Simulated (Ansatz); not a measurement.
The relaxed structure here is a generated cell of ZnSnN2: the first start was made by placing the elements on the sites of a structure type, and the end was not matched to a known phase here, so it may be hypothetical.

A relaxed structure of ZnSnN$_{2}$. Calculation: PBEsol (plane waves to 420 eV, PAW, scalar-relativistic; Ansatz, a program for electronic structure).

```cif
data_N4Sn2Zn2
_chemical_formula_sum 'Zn2 Sn2 N4'
_space_group_name_H-M_alt 'P 1'
_space_group_IT_number 1
_cell_length_a 5.83668
_cell_length_b 5.83668
_cell_length_c 5.83668
_cell_angle_alpha 132.156
_cell_angle_beta 132.156
_cell_angle_gamma 69.983
loop_
_space_group_symop_operation_xyz
  'x, y, z'
loop_
_atom_site_label
_atom_site_type_symbol
_atom_site_fract_x
_atom_site_fract_y
_atom_site_fract_z
_atom_site_occupancy
Zn1 Zn 0.75000 0.25000 0.50000 1
Zn2 Zn 0.00000 0.00000 0.00000 1
Sn1 Sn 0.25000 0.75000 0.50000 1
Sn2 Sn 0.50000 0.50000 0.00000 1
N1 N 0.11918 0.12500 0.49418 1
N2 N 0.63082 0.62500 0.50582 1
N3 N 0.37500 0.88082 0.00582 1
N4 N 0.87500 0.36918 0.99418 1
```

### Question
Find the space group and the Wyckoff positions (tolerance 0.01 Å).

### Answer
Space group I-42d (No. 122); a = b = 4.733 Å, c = 9.563 Å, α = β = γ = 90.00°

```csv
atom,site,symmetry,x,y,z
Zn,4a,-4..,0.0000,0.0000,0.0000
Sn,4b,-4..,0.0000,0.0000,0.5000
N,8d,.2.,0.2500,0.2558,0.3750
```

This is the chalcopyrite type.

### Question
Give the shortest distances between elements (the closest pairs, up to four, under 3.6 Å).

### Answer
N–Zn 2.04 Å; N–Sn 2.07 Å; N–N 3.31 Å; Sn–Zn 3.35 Å.

| Item | Value |
|---|---|
| Volume per atom | 13.39 Å³ |
| Band gap | 0.02 eV, direct at Γ (no spin-orbit coupling) |

No spin polarisation in the result.

The run could not lose the symmetry of its start; a randomly shaken copy of 8 atoms returns to this structure.
